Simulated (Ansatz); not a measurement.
Calculated with Ansatz: RbCuF3, relaxation

Run with:

```bash
ansatz run input.yaml --threads 2 --pin off --max-ram 4096MiB --backend cpu --events-out ev --progress --plain --runs-dir out
```

input.yaml:

```yaml
crystal:
  lattice:
    - [4.0579466, 0.0, 0.0]
    - [0.0, 4.0579466, 0.0]
    - [0.0, 0.0, 4.0579466]
  atoms:
    - { symbol: Cu, position: [0.0, 0.0, 0.0], spin: 1.0 }
    - { symbol: F, position: [0.5, 0.0, 0.0] }
    - { symbol: F, position: [0.0, 0.5, 0.0] }
    - { symbol: F, position: [0.0, 0.0, 0.5] }
    - { symbol: Rb, position: [0.5, 0.5, 0.5] }
kpoints:
  mp_grid: { grid: [6, 6, 6], shift: [0, 0, 0] }
magnetization:
  spin_polarized: true
scf:
  occupations: { method: gaussian, width: 0.0182 }
  lower_state_search: "off"
hamiltonian:
  pseudopotentials: { kind: paw }
  xc: r2scan
basis:
  ecutwfc: 500
  fft_grid_basis: typed
relax:
  max_steps: 40
  cell: { p_target: 0.0 }
  f_tol: 0.03
output:
  forces: true
  stress: true
  eigenvalues: true
  bader: true
  populations: true
  elf: true
  write_potential: true
  volumetric_format: npy
  dos:
    e_range: [-12, 8]
    de: 0.05
    projected: { site_lists: { Cu: [Cu], F: [F], Rb: [Rb] } }
checkpoint:
  read: saved_state
```

Origin of the cell: a known structure type with other elements, at an estimated volume, so it need not be a known compound.

The saved state is a converged single point of the same cell, with its larger moments on Cu1 up.

Excerpt of the output:

```
Pseudopotentials: kind: paw
Pseudopotential: Cu, paw, valence charge 19, recommended cutoff 500 eV (meta_gga), Cu.paw.azcp
Pseudopotential: F, paw, valence charge 7, recommended cutoff 500 eV (meta_gga), F.paw.azcp
Pseudopotential: Rb, paw, valence charge 9, recommended cutoff 500 eV (meta_gga), Rb.paw.azcp
Functional definition: r2SCAN
  exchange = r2scan_x(k0 = k0, k1 = k1, a1 = a1)
  correlation = r2scan_c
Crystal: 5 atoms, lattice volume = 66.822 Å³
Basis set: ecut = 500 eV, 1743 PW (Γ), exchange–correlation on 120×120×120 points (64 copies of the dense FFT grid, shifted against one another)
Bands: 30, of which v1, the nominal top of the filled ones, is band 25 counted from 1 (24 counted from 0)
Symmetry: 48 space group operations
[… 14 lines left out …]
Starting moments: Σ|m| = 1 μB on 1 of 5 sites; this step starts from the density that it was given
Functional: x = r2scan, c = r2scan; τ floored in thin density (d = 2e-4 eV/Å³)
SCF iter   1: F=-12341.510144 eV  HF=-12341.245996 eV  Δρ=1.19e-2  dr2=1.17e-2  dr2_τ=5.95e-3  dr2_m=9.70e-3  M=1.000 μB ∫|m|=1.055 μB
SCF iter   2: F=-12341.516766 eV  HF=-12341.429319 eV  Δρ=8.42e-3  dr2=5.89e-3  dr2_τ=5.55e-3  dr2_m=4.78e-3  M=1.000 μB ∫|m|=1.053 μB  κ⁻¹=1.0e0(r=1)
SCF iter   3: F=-12341.519460 eV  HF=-12341.516009 eV  Δρ=2.05e-3  dr2=7.14e-4  dr2_τ=4.21e-4  dr2_m=1.17e-5  M=1.000 μB ∫|m|=1.049 μB  κ⁻¹=2.5e-1(r=2)
SCF iter   4: F=-12341.519787 eV  HF=-12341.519709 eV  Δρ=2.89e-4  dr2=3.14e-5  dr2_τ=6.46e-6  dr2_m=5.59e-6  M=1.000 μB ∫|m|=1.049 μB  κ⁻¹=7.2e-3(r=3)
SCF iter   5: F=-12341.519810 eV  HF=-12341.519786 eV  Δρ=1.44e-4  dr2=7.32e-6  dr2_τ=1.58e-6  dr2_m=2.47e-6  M=1.000 μB ∫|m|=1.049 μB  κ⁻¹=2.1e-4(r=4)
SCF iter   6: F=-12341.519812 eV  HF=-12341.519813 eV  Δρ=3.12e-5  dr2=7.17e-7  dr2_τ=2.10e-8  dr2_m=6.46e-8  M=1.000 μB ∫|m|=1.049 μB
SCF iter   7: F=-12341.519813 eV  HF=-12341.519813 eV  Δρ=1.30e-5  dr2=1.57e-7  dr2_τ=4.23e-9  dr2_m=1.13e-8  M=1.000 μB ∫|m|=1.049 μB  κ⁻¹=1.0e0(r=1)
SCF iter   8: F=-12341.519813 eV  HF=-12341.519813 eV  Δρ=8.53e-6  dr2=1.05e-7  dr2_τ=1.94e-9  dr2_m=8.00e-11  M=1.000 μB ∫|m|=1.049 μB  κ⁻¹=2.4e-2(r=2)
SCF iter   9: F=-12341.519813 eV  HF=-12341.519813 eV  Δρ=4.23e-6  dr2=2.66e-8  dr2_τ=4.56e-10  dr2_m=6.52e-10  M=1.000 μB ∫|m|=1.049 μB
relax step   1: F+E_penalty+E_count = -12341.519813 eV  Δ(F+E_penalty+E_count) = +0.000e0 eV  max|allowed force component| = 0.0 eV/Å  Δτ_max = 0.0000 Å  P = +0.948 GPa  Ω = 66.822 Å³  (9 SCF […]
relax step   2: F+E_penalty+E_count = -12341.521240 eV  Δ(F+E_penalty+E_count) = -1.426e-3 eV  max|allowed force component| = 0.0 eV/Å  Δτ_max = 0.0000 Å  P = +0.360 GPa  Ω = 67.266 Å³  energ […]
relax step   3: F+E_penalty+E_count = -12341.521321 eV  Δ(F+E_penalty+E_count) = -8.111e-5 eV  max|allowed force component| = 0.0 eV/Å  Δτ_max = 0.0000 Å  P = +0.008 GPa  Ω = 67.541 Å³  energ […]
relax step   4: F+E_penalty+E_count = -12341.521840 eV  Δ(F+E_penalty+E_count) = -5.198e-4 eV  max|allowed force component| = 0.0 eV/Å  Δτ_max = 0.0000 Å  P = +0.003 GPa  Ω = 67.541 Å³  stress off target by 3.39e-3 GPa […]
SCF 4 converged in 8 iterations: F = -12341.521840 eV  dr2 = 1.80e-11
basis re-selected at this cell: Δ(F+E_penalty+E_count) = -5.198e-4 eV, ΔP = -0.004 GPa vs the last step (what re-selecting the basis moved, of the pressure what is left beyond the Pulay corre […]
SCF converged after 8 iterations
Stability not checked: this state was not tested for a lower state beside it, because the mixer in use, unlike msr1, does not test its closes by its own steps (another_mixer; see scf.mixing.algorithm and scf.lower_state_search)
Magnetization: 1.0000 μB (25.0000 up, 24.0000 down)
Absolute magnetization: 1.0476 μB (∫|ρ↑−ρ↓|, with the PAW one-centre terms)
Spin contamination: 0.0016 ħ² per cell (⟨S²⟩ above its minimum at these occupations)
Per-site moments (μB) at R_I (Å): [(0.767298, 0.839944), (0.081707, 0.839944), (0.081707, 0.839944), (0.081707, 0.839944), (-0.001173, 1.187861)]
Free energy (F): -12341.521840 eV
Harris-Foulkes:  -12341.521840 eV  (|F-HF|=2.73e-10)
Internal energy: -12341.521658 eV  (E = F + TS)
E sigma→0 (E₀):  -12341.521749 eV
Entropy (-TS):   -0.000182 eV (-0.036 meV/atom)
Fermi energy:    6.367020 eV
--- Per-component energies (eV) ---
  E_band       = -694.991894
  E_kinetic    = 1113.305087
  E_local      = -7936.622518  (includes V_loc(G=0)·N_el)
  E_nonlocal   = 789.140412
  E_hartree    = 3327.072481
  E_xc         = -445.769860
  E_vxc        = -621.980332  (∫ρ·V_xc dr)
  E_paw        = -4921.315971  (= ΣΔE_a)
  E_vpaw       = -734.587100  (= ΣTr[D̂ρ^β])
  E_aug_tail   = 0.003127  (compensation charges beyond the density's cutoff)
  E_vtau       = 41.604387  (kinetic-family band-sum trace: ∫τ·v_τ [+ j·A + Jᵃ·Aᵃ] dr)
  E_ewald      = -4266.792207
  E_core_change = -0.542210  (= ΣΔE_core)
  E_smearing   = -0.000182  (= −TS)
  Σ components = -12341.521840   (vs F -12341.521840, Δ=0.00e0)
--- Forces (eV/Å), atoms counted from 1 ---
  atom   1  Cu     0.000000     0.000000     0.000000
  atom   2  F     -0.000000    -0.000000    -0.000000
  atom   3  F      0.000000    -0.000000     0.000000
  atom   4  F      0.000000     0.000000    -0.000000
  atom   5  Rb    -0.000000    -0.000000     0.000000
  max |Σ_I F_I| component: 0.0 eV/Å
--- Stress (GPa, compression-positive) ---
        0.003392      -0.000000       0.000000
       -0.000000       0.003392      -0.000000
        0.000000      -0.000000       0.003392
  P = ⅓ Tr σ = 0.0034 GPa (0.034 kbar)
--- Relaxed structure (3 steps of the walk, 3 accepted, 1 SCFs on fresh bases) ---
  F+E_penalty+E_count = -12341.521840 eV   max|allowed force component| = 0.0 eV/Å   (the final SCF, on the basis selected at the relaxed cell)
  cell:  # Å, volume = 67.5414 Å³
    - [4.072458, 0.0, 0.0]
    - [0.0, 4.072458, 0.0]
    - [0.0, 0.0, 4.072458]
  atoms:
    - { symbol: Cu, position: [0.0, 0.0, 0.0] }
    - { symbol: F, position: [0.500000, 0.0, 0.0] }
    - { symbol: F, position: [0.0, 0.500000, 0.0] }
    - { symbol: F, position: [0.0, 0.0, 0.500000] }
    - { symbol: Rb, position: [0.500000, 0.500000, 0.500000] }
--- Löwdin populations: 5 sites ---
  site symbol       q [e]    m [muB]
     0     Cu     17.6179     0.7128
     1      F      7.6767     0.0934
     2      F      7.6767     0.0934
     3      F      7.6767     0.0934
     4     Rb      8.1547    -0.0012
  spilling = 0.004027 (of n_electrons = 49.000000)
--- Bader charges: 5 sites ---
  site symbol  charge [e]  shift [e]    m [muB]
     0     Cu      1.3919     0.0042     0.7705
     1      F     -0.7647     0.0014     0.0775
     2      F     -0.7647     0.0014     0.0775
     3      F     -0.7647     0.0014     0.0775
     4     Rb      0.9023     0.0000    -0.0029
  estimated error of the sums over rays = 3.3e-4 e
```

Before:

Space group Pm-3m (No. 221); the run's cell has a = 4.058 Å, b = 4.058 Å, c = 4.058 Å, α = 90.00°, β = 90.00°, γ = 90.00°. Shortest distances: Cu–F 2.03 Å, F–F 2.87 Å, F–Rb 2.87 Å, Cu–Rb 3.51 Å.

The relaxed structure.

Space group Pm-3m (No. 221); the run's cell has a = 4.072 Å, b = 4.072 Å, c = 4.072 Å, α = 90.00°, β = 90.00°, γ = 90.00°. Shortest distances: Cu–F 2.04 Å, F–F 2.88 Å, F–Rb 2.88 Å, Cu–Rb 3.53 Å.

```
Free energy lowered by                                                                 : 0.4 meV/atom
Volume change                                                                          : 1.08 %
Final pressure                                                                         : 0.00 GPa
Relaxation steps listed                                                                : 4
Formation energy (elements under the same functional, gases as molecules, uncorrected) : -2.344 eV/atom
Site moments at the end (small spheres, which read low)                                : Cu1 +0.8 μB
Total moment                                                                           : 1.00 μB
```

Caveats: the relaxation held the start's symmetry, so the end may be a saddle point.

Time: 34 s on 2 threads of Arm Neoverse V2, with other jobs on the host, peak memory 0.52 GiB, from a saved density.
